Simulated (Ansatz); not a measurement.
Ru:
```yaml
crystal:
  lattice:
    - [0.00000, 2.69533, 2.69533]
    - [2.69533, 0.00000, 2.69533]
    - [2.69533, 2.69533, 0.00000]
  atoms:
    - { symbol: Ru, position: [0.00000, 0.00000, 0.00000] }
    - { symbol: Ru, position: [0.25000, 0.25000, 0.25000] }
```

Relaxed with PBEsol. Special points in fractions of this cell's reciprocal vectors: Γ (0.000, 0.000, 0.000); X (0.500, 0.000, 0.500); U (0.625, 0.250, 0.625); K (0.375, 0.375, 0.750); L (0.500, 0.500, 0.500); W (0.500, 0.250, 0.750).

Q: List the band energies nearest the Fermi level at these points for PBEsol (plane waves, PAW; program Ansatz).

A: In eV from the Fermi level; about four levels below and three above (degenerate sets whole), none deeper than 8.9 eV; points with the same levels are listed once.

| k | below | above |
|---|---|---|
| Γ | -3.30 -3.30 -3.30 -0.47 -0.47 -0.47 | 1.99 1.99 12.60 |
| X | -1.39 -1.39 -1.30 -1.30 | 1.81 1.81 3.48 3.48 |
| U | -1.99 -1.62 -1.33 -1.14 | 2.01 2.16 2.60 |
| L | -3.57 -3.57 -3.28 -0.44 | 0.27 0.27 1.50 1.50 |
| W | -1.91 -1.91 -1.36 -1.36 | 2.26 2.26 3.63 3.63 |

Space group Fd-3m (diamond). The start of the workflow was typed in or built on a structure type; neither database checked (COD, Materials Project) lists it. It is not the phase usual at ambient conditions (space group No. 194). The PBEsol relaxation kept the symmetry of its start. At this level the phase is mechanically unstable. The workflow began spin-polarised and lost its moments. Spin–orbit coupling is left out wherever it is not named.

Potentials: the later of the program's two PAW sets.
